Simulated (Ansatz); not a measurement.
LaN (CsCl type, Pm-3m) under volume change, r²SCAN (plane waves, PAW; program Ansatz), scaled uniformly.

```csv
V (Å³/atom),E − E(relaxed) (meV/atom),P (GPa)
14.439,63.5,15.46
14.915,26.7,9.48
15.391,6.3,4.37
15.867,0.0,0.00
16.343,5.7,-3.74
16.819,(withheld),(withheld)
17.295,(withheld),(withheld)
```

Question: Fill in the missing entries.

Answer: 
- 16.819, E − E(relaxed) (meV/atom): 21.7
- 16.819, P (GPa): -6.94
- 17.295, E − E(relaxed) (meV/atom): 46.5
- 17.295, P (GPa): -9.68

Question: What does a third-order Birch–Murnaghan fit give for V₀, B₀ and B′?

Answer: V₀ = 15.87 Å³/atom, B₀ = 135 GPa, B′ = 4.2.

The start of the workflow was typed in or built on a structure type; neither database checked (COD, Materials Project) lists it. COD files the formula under space group No. 225, so this cell is another polymorph or a model. Whether it is the stable phase at ambient conditions was not checked. The r²SCAN relaxation kept the symmetry of its start. At this level the phase is mechanically unstable. Spin–orbit coupling is left out wherever it is not named.

Potentials: the earlier of the program's two PAW sets.
